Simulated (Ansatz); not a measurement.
LuN:
Space group Fm-3m (No. 225); a = b = c = 4.7019 Å, α = β = γ = 90.00°

```csv
atom,site,symmetry,x,y,z
Lu,4a,m-3m,0.0000,0.0000,0.0000
N,4b,m-3m,0.5000,0.5000,0.5000
```
(The calculation used a cell of 2 atoms; values per cell refer to that cell.)

Relaxed with PBEsol.

Question: Tabulate the valence density and the electron localisation function along the shortest Lu–Lu contact (3.32 Å), DFT-PBEsol in the program Ansatz with PAW potentials.

Answer: 

| distance from Lu (Å) | density (e/Å³) | ELF |
|---|---|---|
| 0.33 | 24.45 | 0.86 |
| 0.50 | 11.55 | 0.87 |
| 0.66 | 4.55 | 0.81 |
| 0.83 | 1.59 | 0.60 |
| 1.00 | 0.57 | 0.28 |
| 1.16 | 0.26 | 0.10 |
| 1.33 | 0.17 | 0.07 |
| 1.50 | 0.14 | 0.09 |
| 1.66 | 0.13 | 0.11 |
| 1.83 | 0.14 | 0.09 |
| 1.99 | 0.17 | 0.07 |
| 2.16 | 0.26 | 0.10 |
| 2.33 | 0.57 | 0.28 |
| 2.49 | 1.59 | 0.60 |
| 2.66 | 4.55 | 0.81 |
| 2.83 | 11.55 | 0.87 |
| 2.99 | 24.45 | 0.86 |

The density is the valence pseudo-density with augmentation charge, so density and ELF within about 1 Å of a nucleus are not all-electron values.

The workflow started from an entry of the Crystallography Open Database (COD). Whether it is the stable phase at ambient conditions was not checked. Symmetry was held in the PBEsol relaxation; whether a distortion lowers the energy is not shown. Scalar-relativistic: spin–orbit coupling is off unless named, which matters more the heavier the elements.

Potentials: the later of the program's two PAW sets.
